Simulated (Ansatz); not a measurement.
AgZr$_{4}$S$_{8}$ in space group P-3m1 (No. 164; Pearson symbol hP13) at seven volumes, PBE+D3(BJ) in the plane-wave PAW code Ansatz, shape and atoms relaxed at each. One row is withheld.

| V (Å³/atom) | P (GPa) |
|---|---|
| 19.583 | 5.52 |
| 20.229 | 3.29 |
| 20.875 | 1.50 |
| 21.520 | 0.00 |
| 22.166 | ? |
| 22.811 | -2.11 |
| 23.457 | -2.83 |

**Question.** Fit the shown pressures and predict the withheld one.

**Answer.** Third-order Birch–Murnaghan: P = (3/2)B₀(x^(7/2) − x^(5/2))[1 + (3/4)(B′ − 4)(x − 1)] with x = (V₀/V)^(2/3). Least squares on the six rows gives V₀ = 21.529 Å³/atom, B₀ = 43.45 GPa, B′ = 6.26. At V = 22.166, x = 0.9807 and P = -1.16 GPa. The run itself gave -1.17 GPa.

The cell is a constructed one: a structure type filled with these elements; neither database checked (COD, Materials Project) lists it. Its standing as an ambient phase is unchecked. The PBE+D3(BJ) relaxation kept the symmetry of its start; its stability against distortions is not shown here. The run is not spin-polarised.

Potentials: the later of the program's two PAW sets.
